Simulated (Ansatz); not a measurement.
ScPd$_{3}$ (Cu3Au type, space group No. 221), the program Ansatz at the PBE level (PAW), all energies at zero smearing, with the estimated change up to a 700 eV cutoff added, with one set of potentials and settings (totals compare only within such a set). Cell of 4 atoms (1 Sc, 3 Pd): -23057.760 eV.

```json
[
 {"element": "Sc", "reference phase": "P6_3/mmc, 2 atoms in the cell", "E (eV/atom)": "-2135.8097"},
 {"element": "Pd", "reference phase": "Fm-3m, 1 atoms in the cell", "E (eV/atom)": "-6972.8544"}
]
```

Formation energy per atom, worked out: (-23057.760 − 1×(-2135.8097) − 3×(-6972.8544))/4 = -0.847 eV/atom (-82 kJ per mol of atoms), at 0 K, without zero-point energy or fitted corrections.

Space group Pm-3m (Cu3Au type). The workflow started from a Materials Project entry (that database holds measured and hypothetical structures alike); the Crystallography Open Database files this formula in space group No. 221, but the cells were not matched. Its standing as an ambient phase is unchecked. Symmetry was held in the PBE relaxation; whether a distortion lowers the energy is not shown. The run is not spin-polarised. The references are the lowest solids computed at this level, not always the standard phases.

Potentials: the later of the program's two PAW sets.
